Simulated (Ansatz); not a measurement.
# Sensitivity of the gradients in Ba6LiNb2IrCl2O12 to the input

Cell: a computed structure from the Materials Project (it need not be an observed phase), taken as it stands.

```cif
data_structure
_symmetry_space_group_name_H-M 'P 1'
_symmetry_Int_Tables_number 1
_cell_length_a 6.0018
_cell_length_b 6.0335
_cell_length_c 15.4067
_cell_angle_alpha 94.198
_cell_angle_beta 90.015
_cell_angle_gamma 119.775
_cell_volume 482.52
loop_
_atom_site_label
_atom_site_type_symbol
_atom_site_fract_x
_atom_site_fract_y
_atom_site_fract_z
_atom_site_occupancy
Ba1 Ba 0.68946 0.37986 0.63323 1
Ba2 Ba 0.65223 0.30562 0.21797 1
Ba3 Ba 0.33161 0.66440 0.36320 1
Ba4 Ba 0.30348 0.60796 0.09400 1
Ba5 Ba 0.62151 0.24400 0.96552 1
Ba6 Ba 0.37124 0.74241 0.77693 1
Li7 Li 0.79457 0.58793 0.82647 1
Nb8 Nb 0.97635 0.95350 0.18405 1
Nb9 Nb 0.05029 0.10105 0.81610 1
Ir10 Ir 0.98041 0.96086 0.99875 1
Cl11 Cl 0.34241 0.68562 0.57355 1
Cl12 Cl 0.66358 0.32831 0.42518 1
O13 O 0.81027 0.09333 0.09328 1
O14 O 0.65455 0.79241 0.24227 1
O15 O 0.89700 0.29274 0.77323 1
O16 O 0.13050 0.78554 0.24203 1
O17 O 0.14622 0.28630 0.24697 1
O18 O 0.14475 0.85960 0.89484 1
O19 O 0.89937 0.80064 0.73015 1
O20 O 0.71539 0.86105 0.89479 1
O21 O 0.14895 0.29606 0.93653 1
O22 O 0.28251 0.08997 0.09323 1
O23 O 0.39492 0.29094 0.77291 1
O24 O 0.82134 0.64615 0.07981 1
```

Sites (sets of like atoms) are named by element and the number of their first atom in this list.

Reference run. All values are calculated (Ansatz; DFT, PBE, plane waves and PAW, scalar-relativistic, 420 eV cutoff, Γ-centred 5×5×2 k-points, Fermi–Dirac smearing 0.02 eV), not measured.

Problem. The input is changed as follows: `hamiltonian.hubbard`: not typed → {sites: [{species: Nb, l: d, u_eff: 1.0}], double_counting: fll}; `kpoints.mp_grid.shift`: not typed → [0.5, 0.5, 0.5]. What happens to V_zz (10²¹ V/m²) and η?

Solution. 

```json
{"site": "Ba5", "atom": "5", "V_zz reference": "14.36", "η reference": "0.30", "V_zz changed": "14.34", "η changed": "0.31"}
{"site": "Ba6", "atom": "6", "V_zz reference": "8.92", "η reference": "0.26", "V_zz changed": "8.96", "η changed": "0.25"}
{"site": "Nb8", "atom": "8", "V_zz reference": "2.75", "η reference": "0.69", "V_zz changed": "2.80", "η changed": "0.69"}
{"site": "Nb9", "atom": "9", "V_zz reference": "-5.63", "η reference": "0.32", "V_zz changed": "-5.67", "η changed": "0.33"}
{"site": "Ir", "atom": "10", "V_zz reference": "8.12", "η reference": "0.18", "V_zz changed": "8.22", "η changed": "0.18"}
{"site": "Cl11", "atom": "11", "V_zz reference": "0.69", "η reference": "0.32", "V_zz changed": "0.69", "η changed": "0.31"}
{"site": "Cl12", "atom": "12", "V_zz reference": "0.76", "η reference": "0.87", "V_zz changed": "0.76", "η changed": "0.87"}
{"site": "O14", "atom": "14", "V_zz reference": "-1.89", "η reference": "0.95", "V_zz changed": "-1.80", "η changed": "0.97"}
{"site": "O15", "atom": "15", "V_zz reference": "1.42", "η reference": "0.74", "V_zz changed": "1.37", "η changed": "0.66"}
{"site": "O17", "atom": "17", "V_zz reference": "-2.04", "η reference": "0.82", "V_zz changed": "-1.94", "η changed": "0.85"}
{"site": "O21", "atom": "21", "V_zz reference": "7.69", "η reference": "0.22", "V_zz changed": "7.69", "η changed": "0.24"}
{"site": "O23", "atom": "23", "V_zz reference": "1.45", "η reference": "0.74", "V_zz changed": "1.40", "η changed": "0.66"}
```

The largest change of V_zz is on O17, from -2.04 to -1.94. In per cent, |V_zz| changes by 0 on Ba, +1 to +2 on Nb, +1 on Ir, 0 on Cl, -5 to 0 on O (all sites that start above 0.5). The table leaves out 12 of the 24 sites, with |V_zz| up to 16.30; their tensors move by 0.14 at most along any direction. The statements above cover all sites. SCF iterations: 11 and 14. New warnings: xc potential rough in thin density.

On the reference run: The largest force is 0.5 eV/Å, so the atoms aren't at the calculated equilibrium and relaxing them would move these values. Spin–orbit coupling is left out, which shifts gradients on Ir by a few per cent, and by more where contributions nearly cancel. With these PAW files V_zz is typically within 2 to 3 % of all-electron values, but misses above 10 % occur on Li.
